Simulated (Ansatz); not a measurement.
**Tc (hcp)**

Method: LDA, scalar-relativistic; no spin polarisation; PAW, 600 eV, Γ-centred 18×18×10 mesh, 0.05 eV Gaussian smearing; code Ansatz; PAW files: Ansatz's generated set soft_2.

```
Tc
1.0
     2.70938    0.00000    0.00000
    -1.35469    2.34639    0.00000
     0.00000    0.00000    4.32924
Tc
2
Direct
  0.33333 0.66667 0.75000
  0.66667 0.33333 0.25000
```

At this volume the pressure is 0.10 GPa.

Path: Γ–M–K–Γ–A–L–H–A | L–M | H–K, with Γ = (0.000, 0.000, 0.000), M = (0.500, 0.000, 0.000), K = (0.333, 0.333, 0.000), A = (0.000, 0.000, 0.500), L = (0.500, 0.000, 0.500), H = (0.333, 0.333, 0.500) in reciprocal vectors of the calculation's cell.

**Question.** Is it a metal or an insulator, and if it has a gap, where are the band edges on this path?

**Answer.** A metal: bands cross the Fermi level.

Bands as a text map, energy in eV from the Fermi level (dashes), each leg drawn with the same width:
```
  1.71 |                      *    *                         **        *   
  1.43 |    *             *                ***            *                
  1.14 |    *           *      *  *       *                **  *      *    
  0.86 | *  *                    *            *                            
  0.57 |   *             ** *   *              *           **        *     
  0.29 |                       *         ***    *         *     *   *      
  0.00 |*-**---------**---**-**----------*--*----***-------*-*-----*---****
 -0.29 | ***      ***  *  * *    *      *           ***       *     ***    
 -0.57 | ** * ****       * **          *     *              *  ****        
 -0.86 |***  * **       *   ****  *     *     *                   *        
 -1.14 | ***  ****      ** **   *     *                *     *    *        
 -1.43 |*****     **   *  *****  *** *         *        *     *  *         
 -1.71 |*    *    * **    ** ****  *****        ****   ***     *   ****    
 -2.00 | *   ***** * **  *  *    ****               * *  *      ***    ****
 -2.29 |          ***  **            *               *          *          
 -2.57 |  ***       *                                *  *                  
 -2.86 |   *         ***  **          *             *          *      *****
 -3.14 |                *              *        *  *  **            **     
 -3.43 |    *        **   *             **    ** **         ***    *     **
 -3.71 |            ** ***                * **             * * *    * ***  
 -4.00 |           **   **                 *      *       ***      ***     
 -4.29 |     *    *       *                      * *  *         *     *    
 -4.57 |        ** *    **             *        *   ** *         *     *   
 -4.86 |   **********  *   *          * *      *                  *     ** 
 -5.14 |  * *     *  **                  *    *         *   **   *        *
 -5.43 | *   ** **        * *   ******    ****           ***  ***          
 -5.71 |*      *             ***   *                       ********        
 -6.00 |   *                                                               
        Γ      M      K      Γ      A      L      H      AL       MH      K
```
